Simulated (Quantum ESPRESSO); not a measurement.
## Si2AlPC4 (input and log of a self-consistent run)

A calculation, not a measurement. The program is pw.x of Quantum ESPRESSO 7.5 (plane-wave density functional theory). The cell is made up: 8 atoms on a zincblende/diamond lattice, with randomly drawn elements, strain and displacements, not relaxed. PseudoDojo standard norm-conserving files (v0.5 for PBE, v0.4.1 for LDA and PBEsol) set the functional; there is no spin polarisation, spin-orbit coupling or dispersion term, and the masses in the input are unused placeholders.

Input:

```
&control calculation='scf', pseudo_dir='./dojo.nc.sr.pbe.v0_5.standard.upf', outdir='./o', disk_io='medium', tprnfor=.true., tstress=.true. /
&system ibrav=0, nat=8, ntyp=4, nbnd=22, ecutwfc=82.02448710, nosym=.true., tot_charge=0,
 occupations='smearing', smearing='fd', degauss=0.0018374661
/
&electrons conv_thr=7.350e-09, electron_maxstep=60, /
ATOMIC_SPECIES
Al 1.0 Al.upf
C 1.0 C.upf
P 1.0 P.upf
Si 1.0 Si.upf
CELL_PARAMETERS angstrom
4.4099 -0.0035 0.034
-0.0035 4.5016 0.0592
0.0343 0.0598 4.4109
ATOMIC_POSITIONS angstrom
Si -0.0103 -0.0381 0.0168
Al 0.0491 2.26 2.2773
P 2.187 0.0269 2.247
Si 2.214 2.1983 0.0573
C 1.1138 1.1335 1.1021
C 1.1123 3.4127 3.3328
C 3.3472 1.1711 3.3633
C 3.301 3.3955 1.1995
K_POINTS automatic
4 4 4 1 1 1
```

The log is shortened where brackets say so; the opening notice, blank lines, dates and the lines on written files are dropped, and the path of the files is cut. It prints rydbergs, bohrs and kilobars, and counts compression as positive stress.

```
     Program PWSCF v.7.5
     Parallel version (MPI & OpenMP), running on       1 processor cores
     Number of MPI processes:                 1
     Threads/MPI process:                     1
     [start-up lines left out]
     bravais-lattice index     =            0
     lattice parameter (alat)  =       8.3338  a.u.
     unit-cell volume          =     590.7662 (a.u.)^3
     number of atoms/cell      =            8
     number of atomic types    =            4
     number of electrons       =        32.00
     number of Kohn-Sham states=           22
     kinetic-energy cutoff     =      82.0245  Ry
     charge density cutoff     =     328.0979  Ry
     scf convergence threshold =      7.3E-09
     mixing beta               =       0.7000
     number of iterations used =            8  plain     mixing
     Exchange-correlation= PBE
                           (   1   4   3   4   0   0   0)
     [axes and pseudopotential details left out]
   Cartesian axes
     site n.     atom                  positions (alat units)
         1        Si     tau(   1) = (  -0.0023356  -0.0086394   0.0038095  )
         2        Al     tau(   2) = (   0.0111337   0.5124679   0.5163908  )
         3        P      tau(   3) = (   0.4959147   0.0060997   0.5095201  )
         4        Si     tau(   4) = (   0.5020371   0.4984771   0.0129931  )
         5        C      tau(   5) = (   0.2525605   0.2570276   0.2499075  )
         6        C      tau(   6) = (   0.2522204   0.7738492   0.7557314  )
         7        C      tau(   7) = (   0.7589967   0.2655536   0.7626474  )
         8        C      tau(   8) = (   0.7485206   0.7699490   0.2719935  )
     number of k points=    32  Fermi-Dirac smearing, width (Ry)=  0.0018
                       cart. coord. in units 2pi/alat
        k(    1) = (   0.1241563   0.1209446   0.1223703), wk =   0.0625000
        k(    2) = (   0.1222261   0.1176553   0.3723807), wk =   0.0625000
     [further k points left out]
     Dense  grid:    59231 G-vectors     FFT dimensions: (  50,  50,  50)
     Estimated max dynamical RAM per process >      68.77 MB
     Initial potential from superposition of free atoms
     starting charge      31.9960, renormalised to      32.0000
     Starting wfcs are   32 randomized atomic wfcs
     total cpu time spent up to now is        7.1 secs
     per-process dynamical memory:    54.1 Mb
     Self-consistent Calculation
     iteration #  1     ecut=    82.02 Ry     beta= 0.70
     Davidson diagonalization with overlap
     ethr =  1.00E-02,  avg # of iterations =  3.3
     total cpu time spent up to now is       19.1 secs
     total energy              =     -82.89346241 Ry
     estimated scf accuracy    <       1.78134210 Ry
     iteration #  2     ecut=    82.02 Ry     beta= 0.70
     Davidson diagonalization with overlap
     ethr =  5.57E-03,  avg # of iterations =  2.0
     total cpu time spent up to now is       29.3 secs
     total energy              =     -83.42532336 Ry
     estimated scf accuracy    <       0.93437061 Ry
     iteration #  3     ecut=    82.02 Ry     beta= 0.70
     Davidson diagonalization with overlap
     ethr =  2.92E-03,  avg # of iterations =  2.0
     total cpu time spent up to now is       39.3 secs
     total energy              =     -83.56953279 Ry
     estimated scf accuracy    <       0.03709494 Ry
     iteration #  4     ecut=    82.02 Ry     beta= 0.70
     Davidson diagonalization with overlap
     ethr =  1.16E-04,  avg # of iterations =  6.6
     total cpu time spent up to now is       52.0 secs
     total energy              =     -83.58711535 Ry
     estimated scf accuracy    <       0.00369178 Ry
     iteration #  5     ecut=    82.02 Ry     beta= 0.70
     Davidson diagonalization with overlap
     ethr =  1.15E-05,  avg # of iterations =  8.0
     total cpu time spent up to now is       66.6 secs
     total energy              =     -83.58773143 Ry
     estimated scf accuracy    <       0.00176863 Ry
     [iterations 6 to 7 left out]
     iteration #  8     ecut=    82.02 Ry     beta= 0.70
     Davidson diagonalization with overlap
     ethr =  3.32E-08,  avg # of iterations =  4.3
     total cpu time spent up to now is      109.5 secs
     total energy              =     -83.58777927 Ry
     estimated scf accuracy    <       0.00000368 Ry
     iteration #  9     ecut=    82.02 Ry     beta= 0.70
     Davidson diagonalization with overlap
     ethr =  1.15E-08,  avg # of iterations =  2.0
     total cpu time spent up to now is      118.2 secs
     total energy              =     -83.58777963 Ry
     estimated scf accuracy    <       0.00000036 Ry
     iteration # 10     ecut=    82.02 Ry     beta= 0.70
     Davidson diagonalization with overlap
     ethr =  1.12E-09,  avg # of iterations =  2.8
     total cpu time spent up to now is      128.4 secs
     total energy              =     -83.58777974 Ry
     estimated scf accuracy    <       0.00000003 Ry
     iteration # 11     ecut=    82.02 Ry     beta= 0.70
     Davidson diagonalization with overlap
     ethr =  8.00E-11,  avg # of iterations =  4.0
     total cpu time spent up to now is      138.3 secs
     total energy              =     -83.58777974 Ry
     estimated scf accuracy    <       0.00000001 Ry
     iteration # 12     ecut=    82.02 Ry     beta= 0.70
     Davidson diagonalization with overlap
     ethr =  4.61E-11,  avg # of iterations =  2.0
     total cpu time spent up to now is      147.9 secs
     End of self-consistent calculation
     [lines on levels left out]
!    total energy              =     -83.58777974 Ry
     estimated scf accuracy    <          7.2E-10 Ry
     smearing contrib. (-TS)   =      -0.00000000 Ry
     internal energy E=F+TS    =     -83.58777974 Ry
     The total energy is F=E-TS. E is the sum of the following terms:
     one-electron contribution =      19.01364080 Ry
     hartree contribution      =      10.01901167 Ry
     xc contribution           =     -29.95565943 Ry
     ewald contribution        =     -82.66477279 Ry
     convergence has been achieved in  12 iterations
     Forces acting on atoms (cartesian axes, Ry/au):
     atom    1 type  4   force =     0.00408924    0.01723791   -0.00666942
     atom    2 type  1   force =    -0.01627538    0.01343674   -0.05175128
     atom    3 type  3   force =     0.02843617   -0.00463046   -0.02318632
     atom    4 type  4   force =     0.01051394    0.04784977   -0.00669015
     atom    5 type  2   force =     0.02965166   -0.07408134    0.01327597
     atom    6 type  2   force =     0.06941277    0.05861779    0.05783091
     atom    7 type  2   force =    -0.07072116   -0.08325786    0.02493752
     atom    8 type  2   force =    -0.05510725    0.02482745   -0.00774724
     Total force =     0.204218     Total SCF correction =     0.000013
     Computing stress (Cartesian axis) and pressure
          total   stress  (Ry/bohr**3)                   (kbar)     P=      -41.23
  -0.00012382   0.00017375  -0.00033361          -18.21       25.56      -49.08
   0.00017375  -0.00045377  -0.00036674           25.56      -66.75      -53.95
  -0.00033361  -0.00036674  -0.00026333          -49.08      -53.95      -38.74
     init_run     :      6.74s CPU      6.87s WALL (       1 calls)
     electrons    :    133.42s CPU    140.83s WALL (       1 calls)
     forces       :      2.29s CPU      2.34s WALL (       1 calls)
     stress       :      7.04s CPU      7.09s WALL (       1 calls)
     [timing details left out]
     PWSCF        :   2m29.75s CPU   2m37.48s WALL
     JOB DONE.
```

In other units: free energy -1137.270 eV for the cell, pressure -4.12 GPa, largest force component 2.141 eV/Å. A rerun of the same cell at another strain at 1347 eV and a 6 x 6 x 6 mesh moved values by no more than 0.007 eV in energy, 0.07 GPa in stress and 0.002 eV/Å in force.